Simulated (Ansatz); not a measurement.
# YSnGe: computed property card

YSnGe:
Space group Cmcm (No. 63); a = 4.250 Å, b = 16.720 Å, c = 4.030 Å, α = β = γ = 90.00°

| atom | site | symmetry | x | y | z |
|---|---|---|---|---|---|
| Y | 4c | m2m | 0.0000 | 0.4040 | 0.2500 |
| Sn | 4c | m2m | 0.0000 | 0.2442 | 0.7500 |
| Ge | 4c | m2m | 0.0000 | 0.0496 | 0.2500 |
(The calculation used a cell of 6 atoms; values per cell refer to that cell.)

Space group Cmcm (No. 63); conventional cell a = 4.250 Å, b = 16.720 Å, c = 4.030 Å, α = β = γ = 90.00°.

Method: DFT-r²SCAN in the program Ansatz with PAW potentials. The cell and atoms are relaxed at this level. Other levels are named where they apply.

### Cell and energy

```
Item                                                          Result
-----------------------------------------------------  -------------
Volume per atom                                             23.87 Å³
Density                                                   6.50 g/cm³
Formation energy from the elements (no fitted shifts)  -0.70 eV/atom
```

### Electronic structure

```
Property                                                                    Result
------------------------------------  --------------------------------------------
Electronic character                                             metallic (no gap)
Density of states at the Fermi level  0.42 states/eV per atom (mean over ±0.08 eV)
```

The workflow started from a Materials Project entry (that database holds measured and hypothetical structures alike); the Crystallography Open Database copy checked does not list it. Its standing as an ambient phase is unchecked. The r²SCAN relaxation kept the symmetry of its start; whether a distortion lowers the energy is not shown. The run is not spin-polarised. The references are the lowest solids computed at this level, not always the standard phases. Scalar-relativistic: spin–orbit coupling is off unless named, which matters more the heavier the elements.

Potentials: the later of the program's two PAW sets.
